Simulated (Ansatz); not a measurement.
AlMo$_{2}$N:
```xyz
8
Lattice="2.8532 0.0000 0.0000 -1.4266 2.4709 0.0000 0.0000 0.0000 14.6173" Properties=species:S:1:pos:R:3 pbc="T T T"
Al     0.0000     1.6473    10.9630
Al     1.4266     0.8236     3.6543
Mo     0.0000     1.6473     1.3988
Mo     1.4266     0.8236     8.7075
Mo     1.4266     0.8236    13.2185
Mo     0.0000     1.6473     5.9099
N      0.0000     0.0000     0.0000
N      0.0000     0.0000     7.3087
```

Relaxed with PBE. Special points in fractions of this cell's reciprocal vectors: Γ (0.000, 0.000, 0.000); M (0.500, 0.000, 0.000); K (0.333, 0.333, 0.000); A (0.000, 0.000, 0.500); L (0.500, 0.000, 0.500); H (0.333, 0.333, 0.500).

Question: List the band energies nearest the Fermi level at these points for the program Ansatz at the PBE level (PAW).

Answer: In eV from the Fermi level; about four levels below and three above (degenerate sets whole), none deeper than 8.9 eV; points with the same levels are listed once.

```
k                                below                above
-  -----------------------------------  -------------------
Γ              -1.44 -1.44 -0.60 -0.56  0.16 0.16 0.19 0.19
M              -2.35 -1.55 -1.22 -0.22       0.35 0.51 0.82
K              -2.45 -2.45 -2.37 -2.09  0.12 0.12 0.20 0.20
A  -1.44 -1.44 -1.44 -1.44 -0.58 -0.58  0.17 0.17 0.17 0.17
L              -2.42 -2.42 -1.39 -1.39  0.25 0.25 0.43 0.43
H              -2.23 -2.23 -0.06 -0.06  0.70 0.70 0.73 0.73
```

Space group P6_3/mmc. The start of the workflow was typed in or built on a structure type; neither database checked (COD, Materials Project) lists it. Whether it is the stable phase at ambient conditions was not checked. Symmetry was held in the PBE relaxation; whether a distortion lowers the energy is not shown. The workflow began spin-polarised and lost its moments. The volume moved by 16 % from the start of the relaxation. Spin–orbit coupling is left out wherever it is not named.

Potentials: the earlier of the program's two PAW sets.
